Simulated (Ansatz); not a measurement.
AlNi:
```
AlNi
1.0
    2.86330     0.00000     0.00000
    0.00000     2.86330     0.00000
    0.00000     0.00000     2.86330
Al Ni
1 1
Direct
  0.00000   0.00000   0.00000
  0.50000   0.50000   0.50000
```

Relaxed with r²SCAN. Special points in fractions of this cell's reciprocal vectors: Γ (0.000, 0.000, 0.000); X (0.000, 0.500, 0.000); M (0.500, 0.500, 0.000); R (0.500, 0.500, 0.500).

**Question.** List the band energies nearest the Fermi level at these points for plane-wave PAW r²SCAN (Ansatz code).

**Answer.** In eV from the Fermi level; about four levels below and three above (degenerate sets whole), none deeper than 8.9 eV; points with the same levels are listed once.

| k | below | above |
|---|---|---|
| Γ | -3.42 -3.42 -1.60 -1.60 -1.60 | 5.97 5.97 5.97 |
| X | -2.36 -2.36 -1.51 -0.62 | 8.65 10.63 10.63 |
| M | -3.16 -3.16 -2.18 -2.18 -1.01 | 1.63 2.84 13.50 |
| R | -4.37 -4.37 -4.37 -0.98 -0.98 | 2.01 2.01 2.01 |

Space group Pm-3m (CsCl type). The r²SCAN relaxation kept the symmetry of its start; of distortions, only those at the zone centre were tested. The workflow began spin-polarised and lost its moments.

Potentials: the later of the program's two PAW sets.
